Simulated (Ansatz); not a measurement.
BAs:
```
CELL_PARAMETERS angstrom
      3.15438     0.00000     0.00000
     -1.57719     2.73177     0.00000
      0.00000     0.00000     2.87852
ATOMIC_POSITIONS crystal
  B  0.00000 0.00000 0.00000
  As 0.66667 0.33333 0.50000
```

Relaxed with PBEsol. Special points in fractions of this cell's reciprocal vectors: Γ (0.000, 0.000, 0.000); M (0.500, 0.000, 0.000); K (0.333, 0.333, 0.000); A (0.000, 0.000, 0.500); L (0.500, 0.000, 0.500); H (0.333, 0.333, 0.500).

Task: List the band energies nearest the Fermi level at these points for DFT-PBEsol in the program Ansatz with PAW potentials.

Result: In eV from the Fermi level; about four levels below and three above (degenerate sets whole), none deeper than 8.9 eV; … stands for higher levels left out; points with the same levels are listed once.

| k | below | above |
|---|---|---|
| Γ | -0.98 -0.15 -0.15 | 2.11 … |
| M | -2.93 | 1.34 2.08 5.19 |
| K | -6.84 | 3.15 4.26 5.88 |
| A | – | 3.03 3.03 3.88 3.88 |
| L | -7.06 -6.25 -4.50 | 1.35 1.44 … |
| H | -5.99 -4.29 -2.81 -1.84 | … |

Space group P-6m2. A made-up cell: these elements were put on the sites of a structure type; neither database checked (COD, Materials Project) lists it. It is not the phase usual at ambient conditions (space group No. 216). The cell was relaxed with PBEsol under the symmetry of its start. At this level the phase is dynamically unstable (imaginary phonons). Spin–orbit coupling is left out wherever it is not named.

Potentials: the later of the program's two PAW sets.
